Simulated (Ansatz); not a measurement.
## MnGe: do energies and stresses tell the same story?

Level of theory: DFT r2SCAN, scalar-relativistic, plane waves, PAW (Ansatz).

Plane waves to 500 eV, a k mesh through Γ of 8×8×8 on the computed 8-atom cell and Gaussian smearing (0.10 eV); collinear spin from starting moments 3.07 3.07 3.07 3.07 -0.19 -0.19 -0.19 -0.19 μB.

Relaxed cell: P2_13, a = 4.800 Å, b = 4.800 Å, c = 4.800 Å, α = 90.00°, β = 90.00°, γ = 90.00°, 8 atoms in the primitive cell. Whether it is the stable form of this composition wasn't checked.

Energies at zero smearing and pressures from the stress tensor, at volumes with shape and atoms relaxed:
| V (Å³/atom) | E − E(first) (meV/atom) | P (GPa) |
| --- | --- | --- |
| 12.994 | 0.00 | 6.08 |
| 13.408 | -11.36 | 3.02 |
| 13.823 | -15.38 | 0.01 |
| 14.238 | -12.07 | -2.25 |
| 14.652 | -4.11 | -3.27 |

Problem. Check P = −dE/dV between neighbouring volumes, and get the bulk modulus from the pressures alone.

Solution. With 1 eV/Å³ = 160.2 GPa:
```csv
middle V (Å³/atom),−ΔE/ΔV (GPa),mean P (GPa)
13.201,4.389,4.552
13.616,1.554,1.515
14.030,-1.281,-1.122
14.445,-3.074,-2.763
```

The two differ by 0.31 GPa at most. The mean of two end pressures misses the average over a step by about ΔV² P″/12, up to 0.12 GPa here; with that taken off 0.19 GPa remains, from the smearing term (the stress is the derivative of the free energy), the finite cutoff, the mesh or the relaxation's tolerance. The largest site moment goes from 2.50 to 3.08 μB along the series, which bends P(V). Around V = 13.823 Å³/atom, the two neighbours give B = −V ΔP/ΔV = 13.823 × 5.27 / 0.829 = 87.9 GPa, against B0 = 83.0 GPa from the Birch–Murnaghan fit of the energies.

The state reached may not be the lowest one. Only parallel moments were tried here.

Only this magnetic start was tried.

Cost: 6 runs of about 51 core-minutes in all, on Oxide Virtual Turin-like Processor (Zen 5) (shared hosts).